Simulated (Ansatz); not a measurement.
Relaxed-ion elastic tensor of AlOs (CsCl type, Pm-3m) in GPa (Voigt order), PBEsol (plane waves, PAW; program Ansatz); density 13.46 g/cm³, 13.40 Å³ per atom.

```json
[
 {"": "1", "1": "375", "2": "189", "3": "189", "4": "0.0", "5": "0.0", "6": "0.0"},
 {"": "2", "1": "189", "2": "375", "3": "189", "4": "0.0", "5": "0.0", "6": "0.0"},
 {"": "3", "1": "189", "2": "189", "3": "375", "4": "0.0", "5": "0.0", "6": "0.0"},
 {"": "4", "1": "0.0", "2": "0.0", "3": "0.0", "4": "164", "5": "0.0", "6": "0.0"},
 {"": "5", "1": "0.0", "2": "0.0", "3": "0.0", "4": "0.0", "5": "164", "6": "0.0"},
 {"": "6", "1": "0.0", "2": "0.0", "3": "0.0", "4": "0.0", "5": "0.0", "6": "164"}
]
```

Question: Is the crystal mechanically stable?

Answer: Yes: the smallest eigenvalue of C is 164 GPa.

Question: Work out the Voigt, Reuss and Hill averages.

Answer: K_V = 251, K_R = 251, K_H = 251; G_V = 136, G_R = 126, G_H = 131 GPa.

Question: Give Young's modulus, Poisson's ratio, Pugh's ratio and the universal anisotropy index.

Answer: E = 9KG/(3K + G) = 334 GPa; ν = 0.28; K/G = 1.92 (ductile by the Pugh limit of 1.75); A_U = 5G_V/G_R + K_V/K_R − 6 = 0.40.

Question: Estimate the sound speeds and the Debye temperature.

Answer: v_l = √((K + 4G/3)/ρ) = 5620 m/s, v_t = √(G/ρ) = 3120 m/s, mean 3470 m/s; Θ = (h/k)(3n/4πV)^(1/3) v_m = 435 K.

Question: Give the Zener ratio and Young's modulus along [100], [110] and [111].

Answer: A = 2C44/(C11 − C12) = 1.77; 1/E = S11 − 2(S11 − S12 − S44/2)Γ with Γ = 0, 1/4, 1/3 gives 248, 350, 405 GPa.

The workflow started from a Materials Project entry (that database holds measured and hypothetical structures alike); the Crystallography Open Database copy checked does not list it. With Al and Os taken as one species the cell has the higher symmetry Im-3m, so it may be an ordered model of a mixed-site phase. Its standing as an ambient phase is unchecked. Symmetry was held in the PBEsol relaxation; of distortions, only those at the zone centre were tested. No spin polarisation was allowed. As this level gives no gap, shear constants depend on the k-mesh and smearing (Fermi–Dirac, 0.1 eV here). Spin–orbit coupling is left out wherever it is not named.

Potentials: the later of the program's two PAW sets.
